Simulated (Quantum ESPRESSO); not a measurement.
## Ti3Al2Cu2Mo (one run as intended and one with a planted mistake)

A calculation, not a measurement. The program is pw.x of Quantum ESPRESSO 7.5 (plane-wave density functional theory). The cell is made up: eight metal atoms on a hexagonal close-packed lattice, with elements, volume, strain and displacements drawn at random and not relaxed, so it may be unstable or far from any real phase. PseudoDojo standard norm-conserving files set the functional (PBE unless stated); there is no spin polarisation or spin-orbit coupling, the Fermi-Dirac width of 0.25 eV means electrons at about 2900 K, and the masses in the input are unused placeholders. The copper pseudopotential is less sure than most, with forces differing by about three percent and pressure by about two GPa from a second method on plain copper. A spin test at this wide smearing found no moment, but such smearing suppresses magnetism that the real alloy may have.

Intended input:

```
&control calculation='scf', pseudo_dir='./dojo.nc.sr.pbe.v0_5.standard.upf', outdir='./o', disk_io='minimal', tprnfor=.true., tstress=.true. /
&system ibrav=0, nat=8, ntyp=4, nbnd=60, ecutwfc=92.02030273, nosym=.true., tot_charge=0,
 occupations='smearing', smearing='fd', degauss=0.0183746611
/
&electrons conv_thr=1.470e-08, electron_maxstep=70, mixing_beta=0.5 /
ATOMIC_SPECIES
Al 1.0 Al.upf
Cu 1.0 Cu.upf
Mo 1.0 Mo.upf
Ti 1.0 Ti.upf
CELL_PARAMETERS angstrom
0.0536 -0.0049 -4.4725
0.04 5.1083 0.0054
5.8448 0.0462 -0.0682
ATOMIC_POSITIONS angstrom
Ti 0.0238 -0.1331 0.048
Ti 2.9191 0.0328 0.009
Al 1.4539 2.6935 -0.0396
Cu 4.3878 2.6824 0.0345
Cu 0.057 1.7009 -2.1323
Mo 3.0111 1.749 -2.1869
Al 1.4089 4.2273 -2.3395
Ti 4.4933 4.3123 -2.3788
K_POINTS automatic
5 5 4 1 1 1
```

The log is shortened where brackets say so; the opening notice, blank lines, dates and the lines on written files are dropped, and the path of the files is cut. It prints rydbergs, bohrs and kilobars, and counts compression as positive stress. Its total energy is the free energy E - TS of the whole cell.

Log of the intended run:

```
     Program PWSCF v.7.5
     Parallel version (MPI & OpenMP), running on       4 processor cores
     Number of MPI processes:                 4
     Threads/MPI process:                     1
     [start-up lines left out]
     bravais-lattice index     =            0
     lattice parameter (alat)  =       8.4524  a.u.
     unit-cell volume          =     900.9585 (a.u.)^3
     number of atoms/cell      =            8
     number of atomic types    =            4
     number of electrons       =        94.00
     number of Kohn-Sham states=           60
     kinetic-energy cutoff     =      92.0203  Ry
     charge density cutoff     =     368.0812  Ry
     scf convergence threshold =      1.5E-08
     mixing beta               =       0.5000
     number of iterations used =            8  plain     mixing
     Exchange-correlation= PBE
                           (   1   4   3   4   0   0   0)
     [axes and pseudopotential details left out]
   Cartesian axes
     site n.     atom                  positions (alat units)
         1        Ti     tau(   1) = (   0.0053210  -0.0297575   0.0107315  )
         2        Ti     tau(   2) = (   0.6526302   0.0073332   0.0020122  )
         3        Al     tau(   3) = (   0.3250519   0.6021923  -0.0088535  )
         4        Cu     tau(   4) = (   0.9809910   0.5997106   0.0077132  )
         5        Cu     tau(   5) = (   0.0127436   0.3802743  -0.4767234  )
         6        Mo     tau(   6) = (   0.6731989   0.3910281  -0.4889305  )
         7        Al     tau(   7) = (   0.3149912   0.9451076  -0.5230476  )
         8        Ti     tau(   8) = (   1.0045779   0.9641113  -0.5318340  )
     number of k points=    50  Fermi-Dirac smearing, width (Ry)=  0.0184
                       cart. coord. in units 2pi/alat
        k(    1) = (   0.0938161   0.0869299  -0.0989782), wk =   0.0400000
        k(    2) = (   0.2851711   0.0854291  -0.0966832), wk =   0.0400000
     [further k points left out]
     Dense  grid:   107421 G-vectors     FFT dimensions: (  54,  60,  72)
     Estimated max dynamical RAM per process >     328.30 MB
     Estimated total dynamical RAM >       1.21 GB
     Initial potential from superposition of free atoms
     starting charge      93.9883, renormalised to      94.0000
     Starting wfcs are   68 randomized atomic wfcs
     total cpu time spent up to now is        3.9 secs
     per-process dynamical memory:   261.4 Mb
     Self-consistent Calculation
     iteration #  1     ecut=    92.02 Ry     beta= 0.50
     Davidson diagonalization with overlap
     ethr =  1.00E-02,  avg # of iterations =  2.1
     total cpu time spent up to now is       11.1 secs
     total energy              =   -1246.87721944 Ry
     estimated scf accuracy    <      25.75029430 Ry
     iteration #  2     ecut=    92.02 Ry     beta= 0.50
     Davidson diagonalization with overlap
     ethr =  1.00E-02,  avg # of iterations =  4.1
     total cpu time spent up to now is       20.3 secs
     total energy              =   -1262.73664265 Ry
     estimated scf accuracy    <      68.35466063 Ry
     [iterations 3 to 20 left out]
     iteration # 21     ecut=    92.02 Ry     beta= 0.50
     Davidson diagonalization with overlap
     ethr =  1.62E-10,  avg # of iterations =  2.3
     total cpu time spent up to now is      159.0 secs
     total energy              =   -1264.42019541 Ry
     estimated scf accuracy    <       0.00000003 Ry
     iteration # 22     ecut=    92.02 Ry     beta= 0.50
     Davidson diagonalization with overlap
     ethr =  3.38E-11,  avg # of iterations =  2.9
     total cpu time spent up to now is      165.4 secs
     End of self-consistent calculation
     [lines on levels left out]
!    total energy              =   -1264.42019541 Ry
     estimated scf accuracy    <          7.4E-09 Ry
     smearing contrib. (-TS)   =      -0.12823970 Ry
     internal energy E=F+TS    =   -1264.29195571 Ry
     The total energy is F=E-TS. E is the sum of the following terms:
     one-electron contribution =    -823.06464440 Ry
     hartree contribution      =     446.06243055 Ry
     xc contribution           =    -170.29716165 Ry
     ewald contribution        =    -716.99258021 Ry
     convergence has been achieved in  22 iterations
     Forces acting on atoms (cartesian axes, Ry/au):
     atom    1 type  4   force =    -0.02672085    0.07802163   -0.03662057
     atom    2 type  4   force =    -0.00222482    0.01412381   -0.01945638
     atom    3 type  1   force =     0.00944740   -0.04253633    0.00118566
     atom    4 type  2   force =     0.00634405   -0.01913937   -0.01269595
     atom    5 type  2   force =    -0.00340176    0.00211322   -0.00506011
     atom    6 type  3   force =    -0.00021252   -0.03346953   -0.01086970
     atom    7 type  1   force =     0.04604781    0.00538448    0.04445167
     atom    8 type  4   force =    -0.02927931   -0.00449792    0.03906538
     Total force =     0.137848     Total SCF correction =     0.000253
     Computing stress (Cartesian axis) and pressure
          total   stress  (Ry/bohr**3)                   (kbar)     P=      -71.02
  -0.00045430  -0.00005280   0.00007369          -66.83       -7.77       10.84
  -0.00005280  -0.00078530  -0.00002199           -7.77     -115.52       -3.24
   0.00007369  -0.00002199  -0.00020868           10.84       -3.24      -30.70
     init_run     :      3.66s CPU      3.78s WALL (       1 calls)
     electrons    :    161.26s CPU    161.57s WALL (       1 calls)
     forces       :      1.16s CPU      1.17s WALL (       1 calls)
     stress       :      3.89s CPU      3.89s WALL (       1 calls)
     [timing details left out]
     PWSCF        :   2m50.03s CPU   2m50.52s WALL
     JOB DONE.
```

A second run has one planted mistake: two atoms have their elements exchanged. The input lines that differ:

```
- Ti 0.0238 -0.1331 0.048
+ Cu 0.0238 -0.1331 0.048
- Cu 4.3878 2.6824 0.0345
+ Ti 4.3878 2.6824 0.0345
```

Its log:

```
     Program PWSCF v.7.5
     Parallel version (MPI & OpenMP), running on       4 processor cores
     Number of MPI processes:                 4
     Threads/MPI process:                     1
     [start-up lines left out]
     bravais-lattice index     =            0
     lattice parameter (alat)  =       8.4524  a.u.
     unit-cell volume          =     900.9585 (a.u.)^3
     number of atoms/cell      =            8
     number of atomic types    =            4
     number of electrons       =        94.00
     number of Kohn-Sham states=           60
     kinetic-energy cutoff     =      92.0203  Ry
     charge density cutoff     =     368.0812  Ry
     scf convergence threshold =      1.5E-08
     mixing beta               =       0.5000
     number of iterations used =            8  plain     mixing
     Exchange-correlation= PBE
                           (   1   4   3   4   0   0   0)
     [axes and pseudopotential details left out]
   Cartesian axes
     site n.     atom                  positions (alat units)
         1        Cu     tau(   1) = (   0.0053210  -0.0297575   0.0107315  )
         2        Ti     tau(   2) = (   0.6526302   0.0073332   0.0020122  )
         3        Al     tau(   3) = (   0.3250519   0.6021923  -0.0088535  )
         4        Ti     tau(   4) = (   0.9809910   0.5997106   0.0077132  )
         5        Cu     tau(   5) = (   0.0127436   0.3802743  -0.4767234  )
         6        Mo     tau(   6) = (   0.6731989   0.3910281  -0.4889305  )
         7        Al     tau(   7) = (   0.3149912   0.9451076  -0.5230476  )
         8        Ti     tau(   8) = (   1.0045779   0.9641113  -0.5318340  )
     number of k points=    50  Fermi-Dirac smearing, width (Ry)=  0.0184
                       cart. coord. in units 2pi/alat
        k(    1) = (   0.0938161   0.0869299  -0.0989782), wk =   0.0400000
        k(    2) = (   0.2851711   0.0854291  -0.0966832), wk =   0.0400000
     [further k points left out]
     Dense  grid:   107421 G-vectors     FFT dimensions: (  54,  60,  72)
     Estimated max dynamical RAM per process >     328.30 MB
     Estimated total dynamical RAM >       1.21 GB
     Initial potential from superposition of free atoms
     starting charge      93.9883, renormalised to      94.0000
     Starting wfcs are   68 randomized atomic wfcs
     total cpu time spent up to now is        3.8 secs
     per-process dynamical memory:   261.4 Mb
     Self-consistent Calculation
     iteration #  1     ecut=    92.02 Ry     beta= 0.50
     Davidson diagonalization with overlap
     ethr =  1.00E-02,  avg # of iterations =  2.1
     total cpu time spent up to now is       10.9 secs
     total energy              =   -1247.23834205 Ry
     estimated scf accuracy    <      25.15707899 Ry
     iteration #  2     ecut=    92.02 Ry     beta= 0.50
     Davidson diagonalization with overlap
     ethr =  1.00E-02,  avg # of iterations =  3.5
     total cpu time spent up to now is       19.9 secs
     total energy              =   -1260.27745441 Ry
     estimated scf accuracy    <      83.39581506 Ry
     [iterations 3 to 20 left out]
     iteration # 21     ecut=    92.02 Ry     beta= 0.50
     Davidson diagonalization with overlap
     ethr =  3.17E-10,  avg # of iterations =  1.8
     total cpu time spent up to now is      150.4 secs
     total energy              =   -1264.43998499 Ry
     estimated scf accuracy    <       0.00000002 Ry
     iteration # 22     ecut=    92.02 Ry     beta= 0.50
     Davidson diagonalization with overlap
     ethr =  1.77E-11,  avg # of iterations =  5.7
     total cpu time spent up to now is      158.0 secs
     End of self-consistent calculation
     [lines on levels left out]
!    total energy              =   -1264.43998499 Ry
     estimated scf accuracy    <          2.5E-09 Ry
     smearing contrib. (-TS)   =      -0.12015934 Ry
     internal energy E=F+TS    =   -1264.31982565 Ry
     The total energy is F=E-TS. E is the sum of the following terms:
     one-electron contribution =    -808.53410342 Ry
     hartree contribution      =     438.75887656 Ry
     xc contribution           =    -170.28354611 Ry
     ewald contribution        =    -724.26105268 Ry
     convergence has been achieved in  22 iterations
     Forces acting on atoms (cartesian axes, Ry/au):
     atom    1 type  2   force =     0.00341686    0.01235578   -0.01550835
     atom    2 type  4   force =    -0.00876485    0.03570860   -0.02308783
     atom    3 type  1   force =     0.00067615   -0.03259358   -0.00109310
     atom    4 type  4   force =    -0.01063840   -0.05669531   -0.01329164
     atom    5 type  2   force =     0.00726732   -0.00317982   -0.00255420
     atom    6 type  3   force =     0.00812177   -0.00152640   -0.00775622
     atom    7 type  1   force =     0.02456812    0.01465870    0.02518767
     atom    8 type  4   force =    -0.02464696    0.03127204    0.03810366
     Total force =     0.107453     Total SCF correction =     0.000144
     Computing stress (Cartesian axis) and pressure
          total   stress  (Ry/bohr**3)                   (kbar)     P=      -73.04
  -0.00039987   0.00000711  -0.00000032          -58.82        1.05       -0.05
   0.00000711  -0.00076706  -0.00000989            1.05     -112.84       -1.45
  -0.00000032  -0.00000989  -0.00032270           -0.05       -1.45      -47.47
     init_run     :      3.63s CPU      3.77s WALL (       1 calls)
     electrons    :    153.87s CPU    154.18s WALL (       1 calls)
     forces       :      1.17s CPU      1.18s WALL (       1 calls)
     stress       :      3.87s CPU      3.87s WALL (       1 calls)
     [timing details left out]
     PWSCF        :   2m42.60s CPU   2m43.10s WALL
     JOB DONE.
```

```
                                            intended run  run with the mistake
                          free energy (eV)    -17203.313            -17203.582
         entropy term -TS, part of it (eV)        -1.745                -1.635
                            pressure (GPa)         -7.10                 -7.30
size of the largest force component (eV/Å)         2.006                 1.458
largest change of a force component (eV/Å)                               1.688
                                iterations            22                    22
```

For scale, a rerun of the intended cell at a higher cutoff and on a denser mesh moved values by no more than 0.002 eV in energy, 0.04 GPa in stress and 0.004 eV/Å in force, and a second program with other atomic files agreed on that cell to 2 % rms in force and 0.5 GPa in pressure.